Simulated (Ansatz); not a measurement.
## Generalised stacking fault in Ag

Theory: Ansatz 0.2.0, DFT r2SCAN, scalar-relativistic, plane waves, PAW. Cutoff 500 eV, Γ-centred 17×17×5 k-points, Gaussian smearing of 0.15 eV. No spin polarisation. Energies are free energies at this smearing, counted from the undisturbed cell; pressure is positive in compression.

Reference structure (as given, not relaxed at this level; it stands at -3.7 GPa; this bcc form isn't the usual structure):

```
Ag
1.0
    -1.65565    1.65565   -1.65565
    -1.65565   -1.65565    1.65565
     0.00000    6.62262    6.62262
Ag
4
Direct
  0.00000 0.00000 0.87500
  0.50000 0.50000 0.12500
  0.00000 0.00000 0.37500
  0.50000 0.50000 0.62500
```

The cut lies on the cell's a–b face, a (0 1 1) plane (indices in the standard cell, whose axes needn't be the Cartesian ones shown) of area 7.75 Å², between layers 2.34 Å apart. Vector c is tilted by f times 1·a + 0·b (length 2.868 Å) with the atoms' Cartesian places fixed: one unrelaxed fault a cell. The cell is metallic on the mesh throughout.

| f | γ (mJ/m²) |
| --- | --- |
| 0.0000 | 0 |
| 0.1000 | 22 |
| 0.2000 | 79 |
| 0.3000 | 147 |
| 0.4000 | 199 |
| 0.5000 | 217 |

Problem. Predict the shear traction, the slope of γ along the slip (GPa) at each point.

Solution.
```tsv
f	shear traction, the slope of γ along the slip (GPa)
0.0000	0.0
0.1000	1.5
0.2000	2.4
0.3000	2.2
0.4000	1.3
0.5000	0.0
```

Cost: 6 runs of about 19 core-minutes in all, on Intel Xeon Platinum 8375C (Ice Lake) (shared hosts).